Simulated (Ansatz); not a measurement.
Relaxed-ion elastic tensor of Rh (hcp (Mg type), P6_3/mmc) in GPa (Voigt order), plane-wave PAW r²SCAN (Ansatz code); density 12.41 g/cm³, 13.76 Å³ per atom.

```tsv
	1	2	3	4	5	6
1	456	175	197	0.0	0.0	0.0
2	175	456	197	0.0	0.0	0.0
3	197	197	465	0.0	0.0	0.0
4	0.0	0.0	0.0	73.2	0.0	0.0
5	0.0	0.0	0.0	0.0	73.2	0.0
6	0.0	0.0	0.0	0.0	0.0	140
```

Q: Is the crystal mechanically stable?

A: Yes: the smallest eigenvalue of C is 73.2 GPa.

Q: Work out the Voigt, Reuss and Hill averages.

A: K_V = 279, K_R = 279, K_H = 279; G_V = 111, G_R = 101, G_H = 106 GPa.

Q: Give Young's modulus, Poisson's ratio, Pugh's ratio and the universal anisotropy index.

A: E = 9KG/(3K + G) = 283 GPa; ν = 0.33; K/G = 2.62 (ductile by the Pugh limit of 1.75); A_U = 5G_V/G_R + K_V/K_R − 6 = 0.49.

Q: Estimate the sound speeds and the Debye temperature.

A: v_l = √((K + 4G/3)/ρ) = 5820 m/s, v_t = √(G/ρ) = 2930 m/s, mean 3280 m/s; Θ = (h/k)(3n/4πV)^(1/3) v_m = 408 K.

Q: Solve the Christoffel equation for the three sound speeds along x, y, z.

A: Eigenvalues of C_ijkl n_j n_l equal ρv². In km/s, slowest first: x 2.43, 3.36, 6.06; y 2.43, 3.36, 6.06; z 2.43, 2.43, 6.12.

Q: How much does each axis shrink under pressure?

A: Linear compressibilities β_i = Σ_j S_ij (j = 1 to 3): x 1.2, y 1.2, z 1.1 per TPa.

The first step of the workflow began from a Materials Project structure, measured or hypothetical; the Crystallography Open Database copy checked does not list it. It is not the phase usual at ambient conditions (space group No. 225). The r²SCAN relaxation kept the symmetry of its start; whether a distortion lowers the energy is not shown. The run is not spin-polarised. As this level gives no gap, shear constants depend on the k-mesh and smearing (Fermi–Dirac, 0.1 eV here). On the denser mesh and wider smearing of the elastic run this cell carries a stress of 0.6 GPa.

Potentials: the later of the program's two PAW sets.
